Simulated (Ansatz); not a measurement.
# Magnetic states of cobalt, simple cubic

All numbers below come from DFT, BLYP, plane waves (420 eV) with PAW, scalar-relativistic (Ansatz 0.2.0). The PAW files were generated under PBE, with cores re-solved for the functional.

Each start was relaxed and then solved on a dense mesh, with Fermi-Dirac smearing of 0.05 eV (0.1 eV in a metal without spin) extrapolated to zero. Rows within 2 meV/atom of each other tie.

Q: Where does each start end, and how do the energies compare? Starts: non-magnetic; ferromagnetic.

A: 
```json
{"start": "ferromagnetic", "ends": "ferromagnetic, net 1.87 μB per atom", "ΔE (meV/atom)": "0.0", "V (Å³/atom)": "13.44"}
{"start": "non-magnetic", "ends": "spin not included", "ΔE (meV/atom)": "276.9", "V (Å³/atom)": "12.50"}
```
